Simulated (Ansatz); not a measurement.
What moves the field gradients of CdPtC₆N₆?

Cell of run 1: a structure deposited in the COD.

Space group Fm-3m (No. 225); a = 10.9461 Å.

| site | Wyckoff | site symmetry | x | y | z |
| --- | --- | --- | --- | --- | --- |
| Cd | 4b | m-3m | 0.5000 | 0.5000 | 0.5000 |
| Pt | 4a | m-3m | 0.0000 | 0.0000 | 0.0000 |
| C | 24e | 4m.m | 0.5000 | 0.8144 | 0.5000 |
| N | 24e | 4m.m | 0.5000 | 0.7142 | 0.5000 |

One atom of each set is listed; the run and its k-mesh use a cell of 14 atoms with edges of 7.74, 7.74, 7.74 Å.

Relaxed positions (PBE, cell held):

Cd (0.5000, 0.5000, 0.5000)
Pt (0.0000, 0.0000, 0.0000)
C (0.5000, 0.8167, 0.5000)
N (0.5000, 0.7110, 0.5000)

All runs are DFT with Ansatz 0.2.0 (plane waves and PAW, scalar-relativistic unless spin–orbit coupling is named, Γ-centred meshes, Fermi–Dirac smearing where given) in this cell.

Run 1: PBE, atoms as given; 420 eV, 5×5×5 k-points, smearing 0.05 eV.
Run 2: PBE, atoms relaxed; 420 eV, 5×5×5 k-points, smearing 0.05 eV.
Run 3: r2SCAN, at the relaxed atoms; 500 eV, 5×5×5 k-points, smearing 0.05 eV.

**Question.** What does each run give, and what moves the gradients most?

**Answer.** 

| run | C V_zz (η) | N V_zz (η) |
| --- | --- | --- |
| 1 | -4.02 (0.00) | -7.05 (0.00) |
| 2 | -3.81 (0.00) | -5.87 (0.00) |
| 3 | -4.17 (0.00) | -6.15 (0.00) |

V_zz in 10²¹ V/m²; 2 of the 4 sets of like atoms are followed. Against run 1, the gradient tensors on these sites move by at most 1.18 in run 2 (N), 0.90 in run 3 (N). Taken one at a time, the positions of the atoms (as given or relaxed) move the tensors on these sites by up to 1.18 (largest principal value of the change, on N), the functional (r2SCAN with its higher cutoff) by 0.36 (C).

Without spin–orbit coupling the gradients at and beside Pt can be off by some per cent, at some sites by more. The database entry as given showed forces above 3 eV/Å or a pressure above 30 GPa, though relaxing it moves no atom far. In runs 1, 3 the atoms aren't at the calculated equilibrium (largest force 9.0, 0.86 eV/Å). The cell isn't the equilibrium one in run 1 (calculated pressure 9 GPa), and the entry's cell may itself be off.
